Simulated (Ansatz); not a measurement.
# Structures of AgW: which is lowest?

Plane-wave DFT in Ansatz with scalar-relativistic PAW potentials, cutoff 420 eV, Γ-centred meshes chosen by cell and gap, Gaussian smearing with energies taken to zero width. Every cell was relaxed (cell and atoms) in a run of its own, within the symmetry of its start. Functional: PBE.

Relaxed structures (starts from databases or built by putting these elements on another compound's sites):
A. Pmma, 4 atoms in the computed cell, a = 4.640 Å, b = 2.734 Å, c = 5.248 Å; sites (symmetry × multiplicity) Ag mm2 × 2, W mm2 × 2; start: built
B. Fd-3m, 4 atoms in the computed cell, a = 6.462 Å; sites (symmetry × multiplicity) Ag -43m × 8, W -43m × 8; start: built

Question: Rank them by energy. Could pressure change the order?

Answer:
| structure | group | E − E(lowest) (meV/atom) | V (Å³/atom) | gap on mesh (eV) |
| --- | --- | --- | --- | --- |
| A | Pmma | 0.0 | 16.65 | 0.00 |
| B | Fd-3m | 134 | 16.87 | 0.00 |

A is lowest, 134 meV/atom under B. The lowest is also the densest of these, so pressure wouldn't bring one of the others in at first order. Other structures may lie lower than all of these, and vibrations aren't counted.

Spin-orbit coupling is left out, which matters for the bands of heavy elements.